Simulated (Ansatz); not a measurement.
SnSe2 (CdI2 type)

```
CELL_PARAMETERS angstrom
      3.83990     0.00000     0.00000
     -1.91995     3.32545     0.00000
      0.00000     0.00000     6.00885
ATOMIC_POSITIONS crystal
  Sn 0.00000 0.00000 0.00000
  Se 0.33333 0.66667 0.26521
  Se 0.66667 0.33333 0.73479
```

The volume is varied about the relaxed value V₀ at fixed cell shape. The atoms relax within the cell's symmetry.

These are PBE-D3(BJ) (plane waves to 420 eV, PAW, scalar-relativistic; Ansatz, a quantum-chemistry and plane-wave program) values and carry that method's errors. k mesh 10×10×6 (Γ-centred), Fermi-Dirac smearing 0.05 eV. E stands for the smeared free energy. Compression counts positive. With the shape held, the modulus is that of even scaling; a crystal free to change shape is softer. SnSe2 was relaxed with its symmetry unable to fall. The zero of ΔE is the relaxed starting cell. The last digit holds for this mesh only.

| V (Å³/atom) | ΔE (meV/atom) |
|---|---|
| 21.484 | 116.9 |
| 22.303 | 69.7 |
| 23.121 | 36.5 |
| 23.940 | 15.1 |
| 24.758 | 3.5 |
| 25.576 | 0.0 |
| 26.395 | 3.1 |
| 27.213 | 11.7 |
| 28.032 | 24.7 |
| 28.850 | withheld |
| 29.669 | 61.2 |

Task: Fit a third-order Birch-Murnaghan form (E₀, V₀, B₀, B₀′ free) to the given rows and predict ΔE at V = 28.850.

Result: Least squares on the 10 given rows: ΔE = E₀ + (9V₀B₀/16)·y²·[2 + (B₀′ − 4)y], y = (V₀/V)^(2/3) − 1, with V₀ = 25.582 Å³/atom, B₀ = 40.33 GPa (160.2 GPa = 1 eV/Å³; the term in eV is multiplied by 1000), B₀′ = 4.97, E₀ = 0.03 meV/atom; root-mean-square residual 0.08 meV/atom. At 28.850 the fit gives 41.4 meV/atom; the calculation gives 41.5 meV/atom, so the interpolation is off by -0.1 (-0.2 %). For the pressure the fit gives -3.6 GPa against the computed -3.6 GPa.

(Under strain, the slope of the energy per volume gives the stress and its curvature an elastic modulus.)
